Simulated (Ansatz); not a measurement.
One crystal and one scan (energy against volume) at two levels, PBE (plane waves to 420 eV, PAW, scalar-relativistic; Ansatz, a first-principles code) and r2SCAN (plane waves to 500 eV, PAW, scalar-relativistic; Ansatz), each from its own relaxed cell and on its own mesh. The cell shown is that of PBE.

Ga2O3 (beta-Ga2O3 type, space group C2/m)

```xyz
10
Lattice="6.2276 -1.5417 0.0000 6.2276 1.5417 0.0000 -1.3923 0.0000 5.7103" Properties=species:S:1:pos:R:3 pbc="T T T"
Ga     0.0133     0.0000     4.5380
Ga    11.0496     0.0000     1.1723
Ga     7.7644     0.0000     1.7940
Ga     3.2986     0.0000     3.9164
O      1.8842     0.0000     0.6235
O      9.1787     0.0000     5.0868
O      1.3778     0.0000     3.2227
O      9.6851     0.0000     2.4876
O      5.8207     0.0000     1.4659
O      5.2422     0.0000     4.2444
```

Equation-of-state scan: isotropic scaling of the cell above, V₀ being its volume. The atoms relax within the cell's symmetry.

Energies are smeared free energies. Ga2O3 was relaxed with its symmetry unable to fall. With the shape held, the modulus is that of even scaling; a crystal free to change shape is softer. Percentages come from the unrounded values. Both scans cover V/V₀ from 0.940 to 1.060.

Results of PBE:

- Lattice constant a (Å) = 12.46
- Lattice constant b (Å) = 3.083
- Lattice constant c (Å) = 5.878
- Relaxed volume (Å³/atom) = 10.97
- Pressure at the smallest volume (GPa) = 11.0
- Energy cost of the largest compression (meV/atom) = 21.5
- Energy cost of the largest expansion (meV/atom) = 17.6
- Bulk modulus at fixed cell shape B₀ (third-order Birch-Murnaghan fit) (GPa) = 157.1
- Pressure for 5 % compression (fit) (GPa) = 8.9

Question: Estimate the r2SCAN values.

Answer: 
| quantity | r2SCAN | PBE − r2SCAN |
|---|---|---|
| Lattice constant a (Å) | 12.26 | +0.20 (+1.6 %) |
| Lattice constant b (Å) | 3.039 | +0.044 (+1.5 %) |
| Lattice constant c (Å) | 5.808 | +0.070 (+1.2 %) |
| Relaxed volume (Å³/atom) | 10.50 | +0.47 (+4.4 %) |
| Pressure at the smallest volume (GPa) | 12.8 | -1.8 (-14 %) |
| Energy cost of the largest compression (meV/atom) | 24.0 | -2.5 (-11 %) |
| Energy cost of the largest expansion (meV/atom) | 19.7 | -2.1 (-11 %) |
| Bulk modulus at fixed cell shape B₀ (third-order Birch-Murnaghan fit) (GPa) | 183.6 | -26.5 (-14 %) |
| Pressure for 5 % compression (fit) (GPa) | 10.4 | -1.5 (-14 %) |

PBE gives the higher value for: lattice constant a; lattice constant b; lattice constant c; relaxed volume. PBE gives the lower value for: pressure at the smallest volume; energy cost of the largest compression; energy cost of the largest expansion; bulk modulus at fixed cell shape B₀; pressure for 5 % compression. Neither level is exact: the differences show how much the result hangs on the functional.

(Under strain, the slope of the energy per volume gives the stress and its curvature an elastic modulus.)
